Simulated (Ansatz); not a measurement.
# Nuclear-site quantities of CsK as the cell is scaled

```
Cs K
1.0
     5.20266    0.00000    0.00000
     0.00000    5.20266    0.00000
     0.00000    0.00000    7.23423
Cs K
1 1
Cartesian
  0.0000 0.0000 0.0000
  2.6013 2.6013 3.6171
```

Atoms are numbered in the order listed.

The conventional cell has a = 5.203 Å, b = 5.203 Å, c = 7.234 Å, α = 90.00°, β = 90.00°, γ = 90.00°.

The structure comes from a relaxation in the same program, started in the L10 type, and has space group P4/mmm. Whether it is a known phase or the ground state wasn't checked.

No spin–orbit coupling, which matters for the heavy atoms here.

Computed with Ansatz 0.2.0, DFT, r2SCAN, all-electron PAW with datasets made for the crystal, scalar-relativistic.

Settings: a Γ-centred 11×11×8 k mesh, Fermi–Dirac smearing of 0.03 eV, cutoff 300 eV (chosen by the program for this cell), no spin polarisation.

The contact density is the mean electron density over the nuclear volume; its changes follow the s electrons' response to bonding and compression. Changes below are taken from the unscaled cell, where it is 1.89703e+06 e/Å³ at Cs1, 34754.2 e/Å³ at K2.

The datasets are made afresh for each cell, so very small changes are uncertain. Scalar relativity leaves out the p1/2 density at heavy nuclei.

Q: Does compression raise or lower the contact density at K2?

A: It raises it, by 0.43 e/Å³ over the whole range.

Q: Tabulate the changes with volume.

A: 
| V/V(cell) | P (GPa) | Δρ(0) Cs1 (e/Å³) | Δρ(0) K2 (e/Å³) |
| --- | --- | --- | --- |
| 0.9500 | 0.1 | 1.29 | 0.23 |
| 1.0000 | 0.0 | 0.00 | 0.00 |
| 1.0500 | -0.1 | -1.16 | -0.20 |
